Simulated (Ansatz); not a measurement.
## LiPb (Pm-3m), comparing deformations

Computed with Ansatz 0.2.0, DFT PBEsol, scalar-relativistic, plane waves, PAW. The runs took a 420 eV cutoff, a Γ-centred 14×14×14 mesh and Gaussian smearing (0.15 eV). Spin–orbit coupling is left out, which can shift energies with elements as heavy as these. No spin polarisation. Energies are free energies at this smearing, counted from the undisturbed cell; pressure is positive in compression.

Reference structure (as given, not relaxed at this level; it stands at -0.3 GPa, and it needn't be the usual structure):

```
Li Pb
1.0
     3.52200    0.00000    0.00000
     0.00000    3.52200    0.00000
     0.00000    0.00000    3.52200
Li Pb
1 1
Cartesian
  1.7610 1.7610 1.7610
  0.0000 0.0000 0.0000
```

The cell is strained by ε times a Voigt pattern (xx, yy, zz, yz, xz, xy; engineering shear) with fractional coordinates fixed. τ = (1/V0) dE/dε comes from the stress tensor. Of each scan, only the three points used here are listed.

| pattern | ε | τ (GPa) |
| --- | --- | --- |
| (1, 1, 0, 0, 0, 0) | -0.0050 | -0.23 |
| (1, 1, 0, 0, 0, 0) | 0.0000 | 0.59 |
| (1, 1, 0, 0, 0, 0) | 0.0050 | 1.39 |
| (0, 0, 1, 0, 0, 0) | -0.0250 | -1.33 |
| (0, 0, 1, 0, 0, 0) | 0.0000 | 0.30 |
| (0, 0, 1, 0, 0, 0) | 0.0250 | 1.65 |

**Question.** Which constants do the scans give, and which deformation costs least for the same size of strain tensor?

**Answer.** The slope dτ/dε at zero (parabola through three points) is pᵀCp: (1, 1, 0, 0, 0, 0) gives 2(C11 + C12) = 163 GPa; (0, 0, 1, 0, 0, 0) gives C11 = 60 GPa. The size of the strain tensor, ε:ε, is ε² times 2.0, 1.0. Per unit of it the stiffnesses are 81, 60 GPa, so (0, 0, 1, 0, 0, 0) is the softest of these: at ε:ε = (1 %)² the quadratic term costs 0.41 meV/atom against 0.55 for the stiffest.

**Question.** What else follows for this cubic crystal?

**Answer.** From the unrounded slopes C11 = 59.7 and C12 = 21.6 GPa, so B = (C11 + 2 C12)/3 = 34 GPa and the Poisson ratio for a pull along a cube edge is C12/(C11 + C12) = 0.27.

In a metal these slopes depend on the k mesh and the smearing.